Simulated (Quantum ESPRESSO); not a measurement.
# Quadrupole interaction in Be$_{4}$S$_{3}$O (changed cell)

```
CELL_PARAMETERS angstrom
      4.61828     0.00000     0.00000
      0.00000     4.61828     0.00000
      0.00000     0.00000     4.61828
ATOMIC_POSITIONS crystal
  Be 0.02930 0.02930 0.02930
  O  0.25000 0.25000 0.25000
  Be 0.02930 0.47070 0.47070
  S  0.25000 0.75000 0.75000
  Be 0.47070 0.02930 0.47070
  S  0.75000 0.25000 0.75000
  Be 0.47070 0.47070 0.02930
  S  0.75000 0.75000 0.25000
```
The cell was made here from a computed Materials Project entry: one of 4 S replaced by O, cell and atoms relaxed (PBE without dispersion, pw.x of a modified build of Quantum ESPRESSO, symmetry kept). The parent is BeS in F-43m; whether this form has been observed was not checked. The swapped cell is a model, not a known phase. Stability against distortions was not tested.

Computed: field gradients by a PBE PAW density (pw.x of Quantum ESPRESSO, JTH datasets) with the all-electron reconstruction of Petrilli and co-workers, 22.5 Ha, k-mesh 5×5×5 through Γ.

```
site                   site symmetry  Vzz (10²¹ V/m²)   η_Q       ∣C_Q∣ (MHz)
---------------------  -------------  ---------------  ----  ----------------
Be (atoms 1, 3, 5, 7)             3m        under 0.2     –  under 0.25 (⁹Be)
O (atom 2)                      -43m                0     –           0 (¹⁷O)
S (atoms 4, 6, 8)               -42m            -4.86  0.00        7.96 (³³S)
```

Quadrupole moments taken as inputs (sizes, barn, from the tables of PySCF and pymatgen): ⁹Be 0.0529, ¹⁷O 0.0256, ³³S 0.0678.

Convention: |Vzz| is the largest principal value, η_Q = (Vxx − Vyy)/Vzz, |C_Q| = |eQVzz/h|. Cores are frozen. Against all-electron runs on small test molecules, this scheme's |Vzz| missed by −3 % on S.
